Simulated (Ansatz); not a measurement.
LuGaP2 as one 4-atom ordering (R-3m) on the rocksalt lattice, relaxed with r2SCAN. It is trigonal, R-3m (No. 166); conventional cell a = 3.791 Å, c = 18.407 Å, 19.09 Å³ an atom. Around Ga lie 6 P at 2.60 Å; around Lu lie 6 P at 2.75 Å; around P lie 3 Ga at 2.60 Å and 3 Lu at 2.75 Å.

```cif
data_structure
_symmetry_space_group_name_H-M 'R-3m:H'
_symmetry_Int_Tables_number 166
_cell_length_a 3.7911
_cell_length_b 3.7911
_cell_length_c 18.4069
_cell_angle_alpha 90.000
_cell_angle_beta 90.000
_cell_angle_gamma 120.000
_cell_volume 229.10
loop_
_atom_site_label
_atom_site_type_symbol
_atom_site_symmetry_multiplicity
_atom_site_Wyckoff_symbol
_atom_site_fract_x
_atom_site_fract_y
_atom_site_fract_z
_atom_site_occupancy
Ga1 Ga 3 a 0.00000 0.00000 0.00000 1
Lu1 Lu 3 b 0.33333 0.66667 0.16667 1
P1 P 6 c 0.00000 0.00000 0.25737 1
```

The questions ask for values computed with the PAW code Ansatz on this geometry. (Calculated; non-magnetic; the phase may be known or hypothetical.)

Task: What gap does r2SCAN give, and where are the band edges?

Result: r2SCAN gives no gap: the lowest nominally empty band dips 0.86 eV below the top of the last filled one (its bottom at F, the top at Γ–S₀ (0.10 of the way from Γ)), so the cell is a metal or semimetal at this level.

Task: Estimate the gap with PBE on 8×8×8.

Result: With PBE the bands overlap by 1.12 eV (counted from 1, band 24 peaks at Γ–S₀ (0.10 of the way from Γ) and band 25 bottoms out at F): no gap.

Task: What does PBE+SOC give for the gap (8×8×8 mesh)?

Result: PBE+SOC gives no gap: the lowest nominally empty band dips 1.12 eV below the top of the last filled one (its bottom at F, the top at Γ–S₀ (0.10 of the way from Γ)), so the cell is a metal or semimetal at this level. Spin-orbit coupling itself accounts for -0.001 eV.

Task: What do these levels agree on?

Result: No level opens a gap, but no hybrid is among them, and semilocal functionals can close a real gap.

Only the levels marked +SOC include spin-orbit coupling.

Where an edge lies off the special points, it is a point of the mesh or the k point where a search put PBE's edge or least direct gap, reused for the other functionals, whose own edges may lie a little apart; PBE's own value is read along its path and can be a few hundredths of an eV high.
